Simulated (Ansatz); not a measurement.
SrVO3 (cubic perovskite)

```
SrVO3
1.0
    3.85762     0.00000     0.00000
    0.00000     3.85762     0.00000
    0.00000     0.00000     3.85762
Sr V O
1 1 3
Cartesian
  0.00000   0.00000   0.00000
  1.92881   1.92881   1.92881
  0.00000   1.92881   1.92881
  1.92881   1.92881   0.00000
  1.92881   0.00000   1.92881
```

Grid over V/V₀ and (c/a)/(c/a)₀, subscript 0 meaning the relaxed cell; the conventional c axis lies along z; no internal relaxation.

Calculation: PBE (plane waves to 420 eV, PAW, scalar-relativistic; Ansatz, a first-principles code). k mesh 12×12×12 (Γ-centred), Fermi-Dirac smearing 0.05 eV. Compression counts positive. With partly filled bands, the response to shear is sensitive to the k mesh, so small differences along c/a are uncertain. SrVO3 is run without spin polarisation and with no Hubbard U. SrVO3 was relaxed with its symmetry unable to fall. The last digit holds for this mesh only.

Changes of σzz (GPa) from the point V/V₀ = 1.000, (c/a)/(c/a)₀ = 1.000 when one coordinate moves alone (two changes are said to add if the coupling is within 5 % of the smaller one, nearly so within 20 %):

```
point                               change
----------------------------------  ------
V/V₀ = 1.000, (c/a)/(c/a)₀ = 0.880   27.52
V/V₀ = 1.000, (c/a)/(c/a)₀ = 0.940   10.72
V/V₀ = 0.960, (c/a)/(c/a)₀ = 1.000    8.10
V/V₀ = 0.980, (c/a)/(c/a)₀ = 1.000    3.83
V/V₀ = 1.020, (c/a)/(c/a)₀ = 1.000   -3.43
V/V₀ = 1.040, (c/a)/(c/a)₀ = 1.000   -6.51
V/V₀ = 1.000, (c/a)/(c/a)₀ = 1.060   -6.34
V/V₀ = 1.000, (c/a)/(c/a)₀ = 1.120  -10.16
```

Q: What is the change at V/V₀ = 0.980, (c/a)/(c/a)₀ = 1.120, where both move, and how far is it from the sum?

A: The sum of the single changes is 3.83 + (-10.16) = -6.33; the calculation gives -7.69, so the coupling contributes -1.36 (over 20 % of the smaller single change, not additive).

Q: What is the change at V/V₀ = 1.040, (c/a)/(c/a)₀ = 0.940, where both move, and how far is it from the sum?

A: The sum of the single changes is -6.51 + (10.72) = 4.21; the calculation gives 2.43, so the coupling contributes -1.78 (over 20 % of the smaller single change, not additive).

Q: What is the change at V/V₀ = 1.040, (c/a)/(c/a)₀ = 1.120, where both move, and how far is it from the sum?

A: The sum of the single changes is -6.51 + (-10.16) = -16.67; the calculation gives -14.29, so the coupling contributes 2.38 (over 20 % of the smaller single change, not additive).

(Under strain, the slope of the energy per volume gives the stress and its curvature an elastic modulus.)
